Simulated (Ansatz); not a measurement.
BAs (rock salt, Fm-3m) at seven volumes, PBE in the plane-wave PAW code Ansatz, scaled uniformly. One row is withheld.

```
V (Å³/atom)  P (GPa)
-----------  -------
11.190             ?
11.559          9.13
11.927          4.23
12.296          0.01
12.665         -3.66
13.034         -6.79
13.403         -9.45
```

Task: Fit the shown pressures and predict the withheld one.

Result: P = (3/2)B₀(x^(7/2) − x^(5/2))[1 + (3/4)(B′ − 4)(x − 1)] with x = (V₀/V)^(2/3). Least squares on the six rows gives V₀ = 12.295 Å³/atom, B₀ = 131 GPa, B′ = 4.04. At V = 11.190, x = 1.0648 and P = 14.92 GPa. The run itself gave 14.94 GPa.

The start of the workflow was typed in or built on a structure type; neither database checked (COD, Materials Project) lists it. It is not the phase usual at ambient conditions (space group No. 216). The PBE relaxation kept the symmetry of its start; whether a distortion lowers the energy is not shown. Its formation energy is positive at this level, so the cell may be metastable or incomplete.

Potentials: the later of the program's two PAW sets.
